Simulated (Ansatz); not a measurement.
Calculated with Ansatz: Hf$_{2}$AlAgCl$_{6}$, relaxation

Run with:

```bash
ansatz run input.yaml --threads 2 --pin off --max-ram 2560MiB --backend cpu --events-out ev --progress --plain --runs-dir out
```

Input:

```yaml
crystal:
  lattice:
    - [0.0, 4.815705, 4.815705]
    - [4.815705, 0.0, 4.815705]
    - [4.815705, 4.815705, 0.0]
  atoms:
    - { symbol: Hf, position: [0.25, 0.25, 0.25] }
    - { symbol: Hf, position: [0.75, 0.75, 0.75] }
    - { symbol: Al, position: [0.0, 0.0, 0.0] }
    - { symbol: Ag, position: [0.5, 0.5, 0.5] }
    - { symbol: Cl, position: [0.76021, 0.23979, 0.23979] }
    - { symbol: Cl, position: [0.23979, 0.76021, 0.23979] }
    - { symbol: Cl, position: [0.23979, 0.76021, 0.76021] }
    - { symbol: Cl, position: [0.76021, 0.23979, 0.76021] }
    - { symbol: Cl, position: [0.23979, 0.23979, 0.76021] }
    - { symbol: Cl, position: [0.76021, 0.76021, 0.23979] }
  symmetry: { tolerance: 0.0003 }
kpoints:
  mp_grid: { grid: [6, 6, 6], shift: [0, 0, 0] }
magnetization:
  spin_polarized: false
scf:
  occupations: { method: fermi_dirac }
  lower_state_search: "off"
hamiltonian:
  pseudopotentials: { kind: paw }
  xc: pbe
basis:
  ecutwfc: 420
  fft_grid_basis: typed
relax:
  max_steps: 60
  f_tol: 0.03
output:
  forces: true
  stress: true
  eigenvalues: true
  bader: true
  populations: true
  elf: true
  write_potential: true
  volumetric_format: npy
  dos:
    e_range: [-12, 8]
    de: 0.05
    projected: { site_lists: { Ag: [Ag], Al: [Al], Cl: [Cl], Hf: [Hf] } }
  write_density: true
checkpoint:
  read: saved_state
```

Origin of the cell: a known structure type with other elements, at an estimated volume, so it need not be a known compound.

The smearing width isn't typed, so it takes its default of 0.1 eV.

The saved state is a converged single point of the same cell.

Steps:

```
step  ΔF (meV/atom)  max force component (eV/Å)  SCF iterations  step was
   1            0.0                       0.427               8  accepted
   2           -3.3                       0.060               6  accepted
   3           -3.3                       0.001               6  accepted
```

Step 1, with forces in eV/Å:

```xyz
10
Lattice="0.000 4.816 4.816 4.816 0.000 4.816 4.816 4.816 0.000" Properties=species:S:1:pos:R:3:forces:R:3 pbc="T T T" step=1
Hf    2.408    2.408    2.408    0.000    0.000    0.000
Hf    7.224    7.224    7.224    0.000    0.000    0.000
Al    0.000    0.000    0.000    0.000    0.000    0.000
Ag    4.816    4.816    4.816    0.000    0.000    0.000
Cl    2.310    4.816    4.816   -0.427    0.000    0.000
Cl    4.816    2.310    4.816    0.000   -0.427    0.000
Cl    7.322    4.816    4.816    0.427    0.000    0.000
Cl    4.816    7.322    4.816    0.000    0.427    0.000
Cl    4.816    4.816    2.310    0.000    0.000   -0.427
Cl    4.816    4.816    7.322    0.000    0.000    0.427
```

Step 2, with forces in eV/Å:

```xyz
10
Lattice="0.000 4.816 4.816 4.816 0.000 4.816 4.816 4.816 0.000" Properties=species:S:1:pos:R:3:forces:R:3 pbc="T T T" step=2
Hf    2.408    2.408    2.408    0.000    0.000    0.000
Hf    7.224    7.224    7.224    0.000    0.000    0.000
Al    0.000    0.000    0.000    0.000    0.000    0.000
Ag    4.816    4.816    4.816    0.000    0.000    0.000
Cl    2.287    4.816    4.816   -0.060    0.000    0.000
Cl    4.816    2.287    4.816    0.000   -0.060    0.000
Cl    7.344    4.816    4.816    0.060    0.000    0.000
Cl    4.816    7.344    4.816    0.000    0.060    0.000
Cl    4.816    4.816    2.287    0.000    0.000   -0.060
Cl    4.816    4.816    7.344    0.000    0.000    0.060
```

Step 3, with forces in eV/Å:

```xyz
10
Lattice="0.000 4.816 4.816 4.816 0.000 4.816 4.816 4.816 0.000" Properties=species:S:1:pos:R:3:forces:R:3 pbc="T T T" step=3
Hf    2.408    2.408    2.408    0.000    0.000    0.000
Hf    7.224    7.224    7.224    0.000    0.000    0.000
Al    0.000    0.000    0.000    0.000    0.000    0.000
Ag    4.816    4.816    4.816    0.000    0.000    0.000
Cl    2.284    4.816    4.816    0.001    0.000    0.000
Cl    4.816    2.284    4.816    0.000    0.001    0.000
Cl    7.348    4.816    4.816   -0.001    0.000    0.000
Cl    4.816    7.348    4.816    0.000   -0.001    0.000
Cl    4.816    4.816    2.284    0.000    0.000    0.001
Cl    4.816    4.816    7.348    0.000    0.000   -0.001
```

```
Free energy lowered by  : 3.3 meV/atom
Final pressure          : 3.57 GPa
Relaxation steps listed : 3
```

Caveats: no moments, though an odd count or open d shells may carry them; no spin-orbit coupling, though heavy elements are present; the SCF threshold is looser than advised for a stress; the relaxation held the start's symmetry, so the end may be a saddle point.

The run took 65 s of wall time on 2 CPU thread(s) of a shared host, from a saved density.
